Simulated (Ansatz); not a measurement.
Theory: Ansatz, DFT LDA, scalar-relativistic, plane waves, PAW. Cutoff 420 eV, Γ-centred k meshes of 216 to 2744 points, fixed occupations in insulators, in metals Fermi–Dirac smearing of 0.15 eV (Gaussian, 0.2 eV, where magnetic), no spin polarisation. Some cells are trial structures made by swapping elements. Values of metals depend on mesh and smearing. Spin–orbit coupling is left out. Each crystal stands at its own equilibrium volume, in the symmetry named.

Question: Order these crystals by the shear modulus (Hill), lowest first.
A. HfCo (Pm-3m, 2 atoms in the cell, 14.6 Å³/atom, Co next to 8 Hf)
B. Na3TeBr (Pm-3m, 5 atoms in the cell, 35.0 Å³/atom, Te next to 6 Na)
C. TaRu (P4/mmm, 2 atoms in the cell, 15.2 Å³/atom, Ta next to 8 Ru and 4 Ta)
D. SrCl2 (Fm-3m, 3 atoms in the cell, 26.1 Å³/atom, Sr next to 8 Cl)

Answer: B (6 GPa), D (17 GPa), A (51 GPa), C (79 GPa).